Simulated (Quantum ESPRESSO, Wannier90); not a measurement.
**Wannierisation of CdSe (zinc blende)**

```xyz
2
Lattice="0.0000 3.0703 3.0703 3.0703 0.0000 3.0703 3.0703 3.0703 0.0000" Properties=species:S:1:pos:R:3 pbc="T T T"
Cd     0.0000     0.0000     0.0000
Se     1.5351     1.5351     1.5351
```

Cell from Materials Project (mp-2691), symmetrised, no further relaxation. Not found in the COD (Crystallography Open Database) copy used, which has the formula in other groups; not checked further. Method: PBEsol plane waves in Quantum ESPRESSO 7.5 (PseudoDojo norm-conserving files, 82 Ry, spinors with spin-orbit coupling), Bloch states on a 6×6×6 mesh through Γ, Wannier90 4.0.1. Density: 10×10×10 mesh, Gaussian smearing 0.01 Ry.

A tight-binding model is made by disentanglement and projection with no localisation steps (num_iter = 0), so the 16 orbitals stay atom-like: hydrogen-like Cd: s;p; Se: s;p, axes along x, y, z; frozen window up to 1.81 eV relative to the valence-band maximum. It follows pw.x to 4.2 meV rms for states up to 1.3 eV relative to the valence-band maximum. Matrix elements depend on this choice of orbitals and windows. Bands 21–30 (Cd 4d 96 %) lie between the kept ones and are excluded.

### Question
What are the on-site energies relative to the valence-band maximum, and how fast do the hoppings decay?

### Answer
```json
[
 {"atom": "Cd1", "orbitals": "s↑ s↓", "energy (eV)": "0.52"},
 {"atom": "Cd1", "orbitals": "pz↑ pz↓ px↑ px↓ py↑ py↓", "energy (eV)": "5.83"},
 {"atom": "Se2", "orbitals": "s↑ s↓", "energy (eV)": "-11.05"},
 {"atom": "Se2", "orbitals": "pz↑ pz↓ px↑ px↓ py↑ py↓", "energy (eV)": "0.31"}
]
```

```json
[
 {"distance of the centres (Å)": "2–3", "largest modulus (eV)": "1.2"},
 {"distance of the centres (Å)": "4–5", "largest modulus (eV)": "0.34"},
 {"distance of the centres (Å)": "5–6", "largest modulus (eV)": "0.052"},
 {"distance of the centres (Å)": "6–7", "largest modulus (eV)": "0.033"},
 {"distance of the centres (Å)": "7–8", "largest modulus (eV)": "0.010"},
 {"distance of the centres (Å)": "8–9", "largest modulus (eV)": "0.015"},
 {"distance of the centres (Å)": "9–10", "largest modulus (eV)": "0.0063"}
]
```

Effective spin-orbit constants λ of λ L·S, from the same-site elements px↑–py↑ (λ/2) and dx2-y2↑–dxy↑ (λ), where they are among the larger elements: Se2 p 0.25 eV.
